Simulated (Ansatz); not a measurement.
Given:

BN:
Space group R3m, hexagonal axes (No. 160); a = b = 2.4880 Å, c = 9.6781 Å, α = β = 90.00°, γ = 120.00°

| atom | site | symmetry | x | y | z |
|---|---|---|---|---|---|
| B | 3a | 3m | 0.0000 | 0.0000 | 0.0003 |
| N | 3a | 3m | 0.0000 | 0.0000 | 0.6673 |
(The calculation used a cell of 2 atoms; values per cell refer to that cell.)

This is the LDA-relaxed structure.

Q: All from LDA in the plane-wave PAW code Ansatz, unless another level is named. Estimate the Born charges (a third of the trace).

A: B +2.05, N -2.05 e.

Q: Give the largest static χ(2) component.

A: 39 pm/V.

Q: And the electronic dielectric constant ε∞ (DFPT)?

A: 4.95 (xx = yy), 2.82 (zz).

Q: Next, the static dielectric constant ε0 (ions relaxed, cell fixed)?

A: 6.70 (xx = yy), 3.29 (zz).

The first step of the workflow began from a Materials Project structure, measured or hypothetical; the Crystallography Open Database copy checked does not list it. It is not the phase usual at ambient conditions (space group No. 186, 194, 216). Symmetry was held in the LDA relaxation; its stability against distortions is not shown here. A crystal of weakly bound layers computed without a dispersion correction: the cell and the soft elastic constants depend strongly on that.

Potentials: the earlier of the program's two PAW sets. The files were generated under PBE; for other functionals the program regenerates the frozen cores, and for LDA and PBEsol the local potential too.
